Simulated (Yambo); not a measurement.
G0W0@PBEsol for K2LiScF6 (space group Fm-3m, No. 225) in Yambo. Reference settings: 2×2×2 Γ-centred k mesh, bands 3 to 216 and a 7 Ry block in the screening, 216 bands in G with the Bruneval-Gonze terminator, plasmon pole fitted at 27.2 eV. The PBEsol gap Γ → Γ on this mesh is 6.81 eV; G0W0 gaps are taken between the same points.

The settings were changed. The gap went from 12.11 eV to 12.33 eV, and the shift of the valence edge from -2.30 eV to -2.21 eV.

Problem. Which change was made?
A. no terminator
B. 3 Ry block
C. 89 bands in G
D. 89 bands in W, 89 bands in G

Solution. D, 89 bands in W, 89 bands in G. The others gave (gap, valence shift): 3 Ry block: 12.85, -2.78 eV; no terminator: 12.26, -2.09 eV; 89 bands in G: 12.11, -2.29 eV.

Geometry of the Materials Project entry, not relaxed at this level; primitive cell a = 5.8616 Å, b = 5.8616 Å, c = 5.8616 Å, α = 60.00°, β = 60.00°, γ = 60.00°.

The structure is a Materials Project entry; no match was found in the copy of COD used, and its stability was not checked.

A shift is the quasiparticle energy of the state minus its PBEsol energy.
